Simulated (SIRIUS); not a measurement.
Set-up for a self-consistent single point of NbAs (I4_1md, 8 atoms in the cell; from Materials Project mp-2059, changed as shown).

```
CELL_PARAMETERS angstrom
      3.37411     0.00000     0.00000
      0.00000     3.37411     0.00000
      0.00000     0.00000    11.49516
ATOMIC_POSITIONS crystal
  Nb 0.50000 0.50000 0.99972
  Nb 0.50000 0.00000 0.24972
  Nb 0.00000 0.00000 0.49972
  Nb 0.00000 0.50000 0.74972
  As 0.00000 0.00000 0.91728
  As 0.00000 0.50000 0.16728
  As 0.50000 0.50000 0.41728
  As 0.50000 0.00000 0.66728
```

Method: LDA (PW92), GBRV LDA ultrasoft pseudopotentials (plane waves; SIRIUS).

SIRIUS settings:

| key | value |
|---|---|
| parameters.ngridk | 6 6 2 |
| parameters.xc_functionals | [XC_LDA_X, XC_LDA_C_PW] |
| parameters.gk_cutoff | 6.325 1/bohr |
| parameters.pw_cutoff | 14.143 1/bohr |
| parameters.smearing | fermi_dirac |
| parameters.smearing_width | 0.00367493 Ha |
| potentials | GBRV LDA ultrasoft pseudopotentials |
| parameters.electronic_structure_method | pseudopotential |
| parameters.num_bands | 43 |
| parameters.num_mag_dims | 0 |
| parameters.num_dft_iter | 100 |
| parameters.energy_tol | 1e-07 Ha |
| parameters.density_tol | 1e-06 |
| mixer.type | anderson |
| mixer.beta | 0.5 |
| mixer.use_hartree | true |

Results:

| Quantity | Result |
|---|---|
| Number of valence electrons | 72 |
| Number of bands | 43 |
| Number of k-points after the program's reduction | 20 |
| Number of plane waves (most at a k-point) | 3804 |
| Number of SCF iterations | 16 |
| FFT grid | 32 × 32 × 100 |
| Free energy E − TS | -8600.0445 eV |
| Pressure | 6.90 GPa |
| Largest force (vector length) | 0.052 eV/Å |

Forces (eV/Å):
```csv
atom,Fx,Fy,Fz
Nb1,0.000,0.000,-0.052
Nb2,0.000,0.000,-0.052
Nb3,0.000,0.000,-0.052
Nb4,0.000,0.000,-0.052
As5,0.000,0.000,0.052
As6,0.000,0.000,0.052
As7,0.000,0.000,0.052
As8,0.000,0.000,0.052
```

Stress (GPa, positive for compression):
```
7.61  0.00  0.00
0.00  7.61  0.00
0.00  0.00  5.47
```

For comparison: a first run was changed to give this one (lattice scaled by 0.98), and from it to this one the free energy goes up by 5.9 meV/atom, the pressure goes from -4.69 to 6.90 GPa and the largest force goes from 0.022 to 0.052 eV/Å.

The structure comes from a collection of computed structures, made at another level of theory; the collection holds predicted forms beside known ones. Its lattice was then scaled. No clean gap shows at this smearing width and mesh (spacing up to 0.31 Å⁻¹); the mesh is coarse for partly filled bands, so the values carry mesh errors.

Cost on one core: about 70 core-seconds (a rough figure).
